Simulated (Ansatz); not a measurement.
## CuI (zinc blende), map of one atom of the cell

CuI (zinc blende)

```xyz
2
Lattice="0.0000 3.0397 3.0397 3.0397 0.0000 3.0397 3.0397 3.0397 0.0000" Properties=species:S:1:pos:R:3 pbc="T T T"
I      4.5595     4.5595     4.5595
Cu     0.0000     0.0000     0.0000
```

Two-dimensional scan of atom 1 (I, nearest neighbour Cu at 2.632 Å; its periodic images, 4.3 Å or more away, move with it): u runs along (1.000, 0.000, 0.000), v along (0.000, 1.000, 0.000) (Cartesian). Cell and other atoms are fixed.

These are PBE (plane waves to 420 eV, PAW, scalar-relativistic; Ansatz, an electronic-structure program) values and carry that method's errors. k mesh 8×8×8 (Γ-centred), Fermi-Dirac smearing 0.05 eV. E stands for the smeared free energy. Points where atoms come too close for the PAW data are left out (x in tables, blank in figures). Fu and Fv are the components of the force on the atom. CuI is run without spin polarisation. CuI was relaxed with its symmetry unable to fall. Spin-orbit coupling is left out, though I is heavy. The zero of ΔE is the undisplaced structure. Axes are in Å.

ΔE (meV/cell), with u across and v down:

```tsv
v \ u	-0.660	-0.440	-0.220	0.000	0.220	0.440	0.660
-0.660	x	1356	732	525	732	1356	x
-0.440	1356	739	358	231	358	739	1356
-0.220	732	358	132	57	132	358	732
0.000	525	231	57	0	57	231	525
0.220	732	358	132	57	132	358	732
0.440	1356	739	358	231	358	739	1356
0.660	x	1356	732	525	732	1356	x
```

Fv (eV/Å), with u across and v down:

```
v \ u   -0.660  -0.440  -0.220  0.000  0.220  0.440  0.660
------  ------  ------  ------  -----  -----  -----  -----
-0.660       x    3.27    2.01   1.59   2.01   3.27      x
-0.440    3.76    2.29    1.37   1.07   1.37   2.29   3.76
-0.220    1.89    1.16    0.68   0.52   0.68   1.16   1.89
0.000     0.00    0.00    0.00   0.00   0.00   0.00   0.00
0.220    -1.89   -1.16   -0.68  -0.52  -0.68  -1.16  -1.89
0.440    -3.76   -2.29   -1.37  -1.07  -1.37  -2.29  -3.76
0.660        x   -3.27   -2.01  -1.59  -2.01  -3.27      x
```

Derived quantities:

- Principal force constants in the plane (five-point differences of the forces): 2.3 eV/Å², isotropic
- Centre of the map: a minimum
- Lowest place on the grid: u = 0.000 Å, v = 0.000 Å (0 meV/cell)

(For displaced atoms, the force is minus the slope of the energy, and its curvature is a force constant, which sets phonon frequencies.)
